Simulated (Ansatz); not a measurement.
# TaPb3, a known structure type with other elements, at an estimated volume

```yaml
crystal:
  lattice:
    - [4.74823, 0.00000, 0.00000]
    - [0.00000, 4.74823, 0.00000]
    - [0.00000, 0.00000, 4.63197]
  atoms:
    - { symbol: Pb, position: [0.00000, 0.50000, 0.50000] }
    - { symbol: Pb, position: [0.50000, 0.00000, 0.50000] }
    - { symbol: Pb, position: [0.50000, 0.50000, 0.00000] }
    - { symbol: Ta, position: [0.00000, 0.00000, 0.00000] }
```

Level: r2SCAN, no spin polarisation; 500 eV; 7×7×7 Γ-centred mesh; fermi-dirac occupations (width 0.0469 eV); Ansatz 0.2.0, fixed geometry.

Question: Is the cell too large or too small?

Answer: The pressure is -0.9 GPa (compression positive), so with the atoms held at these fractions the cell would first shrink. The principal stresses -1.8, -0.5, -0.5 GPa differ, so its shape would change too.

Question: How is the charge shared?

Answer: Bader charges in e: Ta +0.51, Pb -0.17. In the mean Ta gives up most and Pb takes most.

Question: Is there a gap?

Answer: It is a metal, with about 4.2 states/eV a cell as the mean within 0.25 eV of the Fermi level, mostly Ta d (62 %) and Pb p (25 %).

Question: Is it stable against the elements?

Answer: 0.82 eV an atom against the elements' usual phases (free molecules for gases, crystals otherwise, with no correction for O₂ or N₂), so at this geometry it isn't bound against them. Relaxing would lower it.

Question: Describe some of the short contacts.

Answer: Pb–Pb at 3.32 Å: least valence density 0.15 e/Å³ and ELF 0.21 there. Pb–Ta at 3.32 Å: least valence density 0.18 e/Å³ and ELF 0.38 there. These are pseudo-fields; inside the PAW spheres they differ from the all-electron ones.

Origin: a known structure type with other elements, at an estimated volume, so it need not be a known compound. Caveats: many states at the Fermi level without spin polarisation, so a magnetic state may lie lower.
